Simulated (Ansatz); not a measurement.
Relaxing ReP$_{2}$ in the fluorite type

First guess:

```xyz
3
Lattice="0.0000 2.7734 2.7734 2.7734 0.0000 2.7734 2.7734 2.7734 0.0000" Properties=species:S:1:pos:R:3 pbc="T T T"
Re    0.0000    0.0000    0.0000
P     1.3867    1.3867    1.3867
P     4.1600    4.1600    4.1600
```

These are results of DFT, PBE, PAW with Ansatz's default frozen-core files, scalar-relativistic in Ansatz 0.2.0, not measurements.

Cell and atoms relax within the symmetry of the start on a 11×11×11 k mesh with 0.03 eV Fermi–Dirac smearing.

The start is built from a prototype, known or not as a phase of this compound; the cutoff is 420 eV.

Spin polarisation is left out, and whether a magnetic state lies lower isn't shown here.

Spin–orbit coupling is left out, though it moves levels of the heavy atoms by tenths of an eV or more.

Question: What is the pressure of the first guess?

Answer: 23.7 GPa.

Question: What does it relax to?

Answer: a = 5.746 Å, b = 5.746 Å, c = 5.746 Å, α = 90.00°, β = 90.00°, γ = 90.00° (conventional cell), 15.81 Å³ per atom:
```xyz
3
Lattice="0.0000 2.8728 2.8728 2.8728 0.0000 2.8728 2.8728 2.8728 0.0000" Properties=species:S:1:pos:R:3 pbc="T T T"
Re    0.0000    0.0000    0.0000
P     1.4364    1.4364    1.4364
P     4.3092    4.3092    4.3092
```

Question: How much energy does the relaxation release?

Answer: 106 meV/atom.
